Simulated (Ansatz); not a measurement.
The relaxed structure here is a generated cell of AlNi: the first start was made by placing the elements on the sites of a structure type, and the end was not matched to a known phase here, so it may be hypothetical. Known forms of AlNi include space group No. 221.

A relaxed cell of AlNi (R-3m (No. 166)), relaxed on a k-mesh at least as fine as the one used below. All values below come from PBE (plane waves to 420 eV, PAW, scalar-relativistic; Ansatz, a quantum-chemistry and plane-wave program). Γ-centred k-mesh 14×14×7 on the run's cell (coarser than for final values), Fermi–Dirac smearing 0.05 eV.

```yaml
crystal:
  lattice:
    - [1.36534, 0.78828, 3.90397]
    - [-1.36534, 0.78828, 3.90397]
    - [0.00000, -3.15312, 7.80794]
  atoms:
    - { symbol: Al, position: [0.00000, 0.00000, 0.00000] }
    - { symbol: Al, position: [0.00000, 0.00000, 0.50000] }
    - { symbol: Ni, position: [0.50000, 0.50000, 0.25000] }
    - { symbol: Ni, position: [0.50000, 0.50000, 0.75000] }
```

The atoms are displaced by (Å):

```tsv
atom	ux	uy	uz
Al1	0.109	-0.072	-0.065
Al2	-0.077	0.090	-0.050
Ni3	-0.053	-0.056	-0.124
Ni4	0.058	0.059	0.128
```

What forces (eV/Å) and pressure result?


| atom | Fx | Fy | Fz |
|---|---|---|---|
| Al1 | -0.79 | 1.15 | 0.34 |
| Al2 | 0.50 | -1.31 | 0.07 |
| Ni3 | 0.34 | 0.45 | 0.66 |
| Ni4 | -0.04 | -0.29 | -1.07 |

Pressure +3.3 GPa.

Estimate the energy cost of the displacement in the harmonic approximation and compare with the calculation.

For a harmonic well ΔE = −½ Σ F·u = 0.316 eV a cell, or 79 meV/atom. The calculated energy relative to the undisplaced cell is +0.08 eV/atom, so the harmonic estimate holds well.

No spin polarisation in the result: the starting moments vanished. A magnetic state may lie lower.

The run that gave the undisplaced cell could not lose the symmetry of its start; a randomly shaken copy of 4 atoms returns to this structure.
